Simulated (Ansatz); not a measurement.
How much does the functional matter for the cell of NaCl?

The starting cell is an entry of the Crystallography Open Database (1965):

```yaml
crystal:
  lattice:
    - [0.00000, 2.81000, 2.81000]
    - [2.81000, 0.00000, 2.81000]
    - [2.81000, 2.81000, 0.00000]
  atoms:
    - { symbol: Na, position: [0.00000, 0.00000, 0.00000] }
    - { symbol: Cl, position: [0.50000, 0.50000, 0.50000] }
```

Atoms and cell were relaxed at zero pressure with plane-wave PAW DFT (Ansatz 0.2.0; one set of PAW datasets, made under PBE, for all functionals; 420 eV, r2SCAN 500 eV; 8×8×8 Γ-centred mesh, fermi-dirac occupations of width 0.020 eV; no spin polarisation, no spin-orbit coupling, no dispersion correction), keeping the symmetry (Fm-3m, No. 225).

**Question.** How do the functionals compare with each other and with the entry?

**Answer.** The relaxed conventional cells:

```tsv
functional	a (Å)	volume (Å³/atom)	formation energy (eV/atom)
LDA	5.464	20.40	-1.980
PBEsol	5.602	21.97	-1.853
PBE	5.694	23.08	-1.848
r2SCAN	5.608	22.04	-2.099
the entry	5.620	22.19	–
```

LDA gives the smallest volume and PBE the largest, 13.2 % more, the usual order, since LDA overbinds and PBE's gradient terms loosen the lattice. Against the entry's volume: LDA -8.1 %, PBEsol -1.0 %, PBE +4.0 %, r2SCAN -0.7 %. No verdict is drawn from this: the entry is old or was flagged in a check, so the entry may be off as well as the functionals. The formation energies span 0.25 eV an atom, lowest under r2SCAN.

Caveats: each relaxation keeps the start's symmetry, so a distorted cell may lie lower; computed cells are at 0 K with fixed nuclei, while the entry holds thermal expansion, often some tenths of a per cent in volume and more in soft crystals; formation energies are at zero smearing against the elements' usual phases under the same functional, gases as free molecules, uncorrected.
